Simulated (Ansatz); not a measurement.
**Sn2Au, first-principles data**

Sn2Au:
```
CELL_PARAMETERS angstrom
      0.00000     4.22165     4.22165
      4.22165     0.00000     4.22165
      4.22165     4.22165     0.00000
ATOMIC_POSITIONS crystal
  Sn 0.62500 0.62500 0.62500
  Sn 0.12500 0.62500 0.62500
  Sn 0.62500 0.12500 0.62500
  Sn 0.62500 0.62500 0.12500
  Au 0.25000 0.25000 0.25000
  Au 0.00000 0.00000 0.00000
```

Space group Fd-3m (No. 227), cubic Laves (MgCu2 type); conventional cell a = b = c = 8.443 Å, α = β = γ = 90.00°.

Method: PBEsol (plane waves, PAW; program Ansatz). Geometry: relaxed at this level of theory. Other levels are named where they apply.

**Cell and energy**

| Property | Result |
|---|---|
| Volume per atom | 25.08 Å³ |
| Density | 9.59 g/cm³ |
| Formation energy from the elements (no fitted shifts) | 0.45 eV/atom |

**Electronic structure**

| Item | Value |
|---|---|
| Electronic character | metallic (no gap) |
| Density of states at the Fermi level | 0.51 states/eV per atom (mean over ±0.08 eV) |
| Gap with spin–orbit coupling | none (metallic) |

**Mechanics**

| Property | Value |
|---|---|
| Bulk modulus (Birch–Murnaghan fit) | 59.6 GPa |
| Pressure derivative B′ | 5.1 |
| Elastic constants (relaxed ions, GPa) | C11 = 51.4, C12 = 63.1, C44 = 9.0 |
| Mechanical stability | unstable (C has a negative eigenvalue) |

**Phonons**

| Property | Value |
|---|---|
| Highest zone-centre frequency | 239 cm^-1 |
| Zone-centre stability | unstable, softest mode 86i cm⁻¹ |

The cell is a constructed one: a structure type filled with these elements; neither database checked (COD, Materials Project) lists it. COD files the formula under space group No. 61. Whether it is the stable phase at ambient conditions was not checked. The PBEsol relaxation kept the symmetry of its start. As this level gives no gap, shear constants depend on the k-mesh and smearing (Fermi–Dirac, 0.1 eV here). As this level gives no gap, phonon frequencies hold no LO–TO term and depend on the k-mesh and smearing (Fermi–Dirac, 0.1 eV here). The references are the lowest solids computed at this level, not always the standard phases. Spin–orbit coupling is left out wherever it is not named.

Potentials: the earlier of the program's two PAW sets. The files were generated under PBE; for other functionals the program regenerates the frozen cores, and for LDA and PBEsol the local potential too.
